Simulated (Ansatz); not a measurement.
An Ansatz (a first-principles code) run. Input:

Ansatz 0.2 input:
```yaml
crystal:
  lattice:
    - [0.0, 3.172351623, 3.172351623]
    - [3.172351623, 0.0, 3.172351623]
    - [3.172351623, 3.172351623, 0.0]
  atoms:
    - { symbol: K, position: [0.0, 0.0, 0.0] }
    - { symbol: Cl, position: [0.5, 0.5, 0.5] }
kpoints:
  mp_grid: { grid: [6, 6, 6] }
hamiltonian:
  xc: hse06
  pseudopotentials: { kind: paw }
scf:
  occupations: { method: fixed }
checkpoint: { read: static.run }
output: { bader: true, populations: true }
```

Output (shortened):

```
WARN checkpoint.read: basis.xc_grid differs: saved 2, current 1 (points along each axis for each point of the dense box …
WARN checkpoint.read: where the exact-exchange loop starts from the saved orbitals it accepts no state on its first cycle, because this run solves another …
Pseudopotential: K, paw, valence charge 9
Pseudopotential: Cl, paw, valence charge 7
Functional definition: HSE06
davidson cushion auto → on  (no smearing: the cushion is to keep the highest requested band from converging to the state above it …
Crystal: 2 atoms, lattice volume = 63.852 Å³
Basis set: ecut = 420 eV, 1243 PW (Γ)
Bands: 12, of which v1, the nominal top of the filled ones, is band 8 counted from 1 (7 counted from 0)
Symmetry: 48 space group operations
Space group: Fm-3m (ITA 225), of the structure as read, at distance tolerance 4.0e-5 Å
k-points: 16 of 216
Exchange kernel: α = 0.2500, screened, ω = 0.2079 Å⁻¹, Wigner–Seitz truncation, v(0) = 1046.8860 eV·Å³, q-mesh 6×6×6, nearest image of the exchange supercell L …
Frozen-core exchange: fock
iter 1 solved again at ethr=2.33e-10 eV; its pass at ethr=1.00e-1 eV (dr2=3.72e-8 eV) is discarded
SCF iter   1: F=—  HF=-2622.890596 eV  |F-HF|=—  |Δ(HF+E_count)|=         —  Δρ=1.65e-5  dr2=2.73e-7  ethr=2.33e-10  ⟨swp⟩=6.3  Hψ=1083  notcnv=0
preconditioner: auto → none
iter 2 solved again at ethr=1.34e-11 eV; its pass at ethr=2.33e-10 eV (dr2=2.15e-9 eV) is discarded
SCF iter   2: F=-2622.890595 eV  HF=-2622.890595 eV  |F-HF|=8.37e-10  |Δ(HF+E_count)|=   9.46e-8  Δρ=1.94e-6  dr2=2.70e-8  ethr=1.34e-11  ⟨swp⟩=2.8  Hψ=1100  notcnv=0  defer=1
SCF 1 converged in 2 iterations: F = -2622.890595 eV  dr2 = 2.70e-8
hybrid outer 1: dexx = +1.404e-8 eV, tail = 6.74e-7 eV
Crystal: 2 atoms, lattice volume = 63.852 Å³
Exchange kernel: α = 0.2500, screened, ω = 0.2079 Å⁻¹, Wigner–Seitz truncation, v(0) = 1046.8860 eV·Å³, q-mesh 6×6×6, nearest image of the exchange supercell L …
Frozen-core exchange: fock
SCF iter   1: F=—  HF=-2622.890600 eV  |F-HF|=—  |Δ(HF+E_count)|=         —  Δρ=1.57e-5  dr2=2.41e-7  ethr=2.11e-8  ⟨swp⟩=2.1  Hψ=449  notcnv=0
preconditioner: auto → none
iter 2 solved again at ethr=7.87e-12 eV; its pass at ethr=1.49e-9 eV (dr2=1.26e-9 eV) is discarded
SCF iter   2: F=-2622.890599 eV  HF=-2622.890599 eV  |F-HF|=7.63e-10  |Δ(HF+E_count)|=   9.30e-8  Δρ=1.35e-6  dr2=2.59e-9  ethr=7.87e-12  ⟨swp⟩=4.1  Hψ=1110  notcnv=0  defer=8
SCF 2 converged in 2 iterations: F = -2622.890599 eV  dr2 = 2.59e-9
hybrid outer 2: dexx = +8.736e-9 eV, tail = 5.32e-9 eV, Δε = 4.96e-4 eV (about 7.02e-5 eV left of the loop's levels)
hybrid SCF converged: 2 outer / 4 inner (+0 warm-up), last move |dexx| = 8.74e-9 eV, tail = 5.32e-9 eV
Stability not checked (fock_operator)
Free energy (F): -2622.890599 eV
Frozen-core exchange: fock
Harris-Foulkes:  -2622.890599 eV  (|F-HF|=7.63e-10)
Internal energy: -2622.890599 eV  (E = F + TS)
E sigma→0 (E₀):  -2622.890599 eV
Fermi energy:    -0.292265 eV
--- Per-component energies (eV) ---
  E_band       = -160.761211
  E_kinetic    = 415.988856
  E_local      = -845.562141  (includes V_loc(G=0)·N_el)
  E_nonlocal   = 40.894154
  E_hartree    = 284.168892
  E_xc         = -194.641155
  E_vxc        = -228.828807  (∫ρ·V_xc dr)
  E_exx        = -39.460726  (= α·E_x^exact, valence–valence)
  E_paw        = -1451.850790  (= ΣΔE_a)
  E_vpaw       = -32.670074  (= ΣTr[D̂ρ^β])
  E_aug_tail   = 0.000085  (compensation charges beyond the density's cutoff)
  E_ewald      = -832.175498
  E_core_change = -0.252277  (= ΣΔE_core)
  E_smearing   =  0.000000  (= −TS)
  E_closure    =  0.000000  (closes the sum)
  Σ components = -2622.890599   (vs F -2622.890599, Δ=4.55e-13)
  [band-id]    e_kinetic+e_local+e_nonlocal+2·e_hartree+e_vxc+2·e_exx+e_vpaw+e_augmentation_tail = -160.761595   (vs E_band -160.761211, Δ=-3.83e-4)
--- Band table (eV; the first three rows and the last of 16) ---
  k-point 0: bands = ["-29.5835", "-13.5217", "-11.6934", "-11.6934", "-11.6934", "-0.2923", "-0.2923", "-0.2923", "6.1172", "9.5974"]
  k-point 1: bands = ["-29.5811", "-13.5603", "-11.6950", "-11.6950", "-11.6387", "-0.5967", "-0.3751", "-0.3751", "6.7488", "9.3682"]
  k-point 2: bands = ["-29.5762", "-13.6319", "-11.6981", "-11.6981", "-11.5346", "-1.1158", "-0.5336", "-0.5336", "7.9896", "9.3700"]
  k-point 15: bands = ["-29.5709", "-13.4782", "-11.8063", "-11.7660", "-11.6487", "-0.8800", "-0.7157", "-0.6602", "8.3396", "9.9966"]
  guard bands above this table: 2 of the run's 12 bands. The solve was not asked for them (output.publish_guard_bands: true or output.eigenvalues …
--- Löwdin populations: 2 sites ---
  site symbol       q [e]
     0      K      8.2208
     1     Cl      7.7309
  spilling = 0.003024 (of n_electrons = 16.000000)
--- Bader charges: 2 sites ---
  site symbol  charge [e]  shift [e]
     0      K      0.8587     0.0000
     1     Cl     -0.8587     0.0000
  shift: an alarm, by how much a part of what the PAW files miss would move the charge. Where it is large, compare
  with a run on PAW files of another source; a small one proves nothing
  estimated error of the sums over rays = 8.5e-5 e
```

Cost: about 20 core-seconds (a rough figure) on shared cores.

The cell was relaxed with HSE06 under the symmetry of its start.

Potentials: the later of the program's two PAW sets.

Ansatz is a plane-wave DFT program.
